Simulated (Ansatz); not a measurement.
AgPt3:
```yaml
crystal:
  lattice:
    - [3.94018, 0.00000, 0.00000]
    - [0.00000, 3.94018, 0.00000]
    - [0.00000, 0.00000, 3.94018]
  atoms:
    - { symbol: Ag, position: [0.00000, 0.00000, 0.00000] }
    - { symbol: Pt, position: [0.00000, 0.50000, 0.50000] }
    - { symbol: Pt, position: [0.50000, 0.00000, 0.50000] }
    - { symbol: Pt, position: [0.50000, 0.50000, 0.00000] }
```

Relaxed with PBEsol. Special points in fractions of this cell's reciprocal vectors: Γ (0.000, 0.000, 0.000); X (0.000, 0.500, 0.000); M (0.500, 0.500, 0.000); R (0.500, 0.500, 0.500).

Task: List the band energies nearest the Fermi level at these points for PBEsol (plane waves, PAW; program Ansatz).

Result: In eV from the Fermi level; about four levels below and three above (degenerate sets whole), none deeper than 8.9 eV; points with the same levels are listed once.

| k | below | above |
|---|---|---|
| Γ | -0.60 -0.60 -0.60 -0.44 -0.44 | 0.28 0.70 0.70 0.70 |
| X | -1.82 -1.82 -1.82 -1.68 -0.67 -0.59 | 0.71 7.30 7.53 |
| M | -2.26 -2.26 -2.25 -1.49 -1.33 | 0.43 1.52 2.04 2.04 |
| R | -0.31 -0.31 -0.31 -0.30 | 0.28 0.28 0.28 |

Space group Pm-3m (Cu3Au type). The workflow started from an entry of the Crystallography Open Database (COD). Whether it is the stable phase at ambient conditions was not checked. Symmetry was held in the PBEsol relaxation; of distortions, only those at the zone centre were tested. The run is not spin-polarised. Scalar-relativistic: spin–orbit coupling is off unless named, which matters more the heavier the elements.

Potentials: the later of the program's two PAW sets.
